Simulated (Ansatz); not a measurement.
Sb$_{2}$Ru:
```xyz
6
Lattice="5.9784 0.0000 0.0000 0.0000 6.7145 0.0000 0.0000 0.0000 3.2142" Properties=species:S:1:pos:R:3 pbc="T T T"
Ru     0.0000     0.0000     0.0000
Ru     2.9892     3.3572     1.6071
Sb     1.0911     2.4092     0.0000
Sb     4.8874     4.3053     0.0000
Sb     4.0803     0.9480     1.6071
Sb     1.8982     5.7665     1.6071
```

DFT-r²SCAN in the program Ansatz with PAW potentials gives a gap of 0.15 eV without spin–orbit coupling, maximum at R, minimum on the Γ–Z line, 56 % of the way from Γ.

**Question.** What happens when spin–orbit coupling is switched on?

**Answer.** The gap grows by 0.03 eV, to 0.18 eV; maximum on the U–R line, 96 % of the way from U, minimum on the Γ–Z line, 56 % of the way from Γ. The small gap may have closed and reopened with inverted band order, as semilocal functionals often give for heavy narrow-gap crystals.

Space group Pnnm. The workflow started from an entry of the Crystallography Open Database (COD). Its standing as an ambient phase is unchecked. Symmetry was held in the r²SCAN relaxation; its stability against distortions is not shown here. No spin polarisation was allowed.

Potentials: the later of the program's two PAW sets.
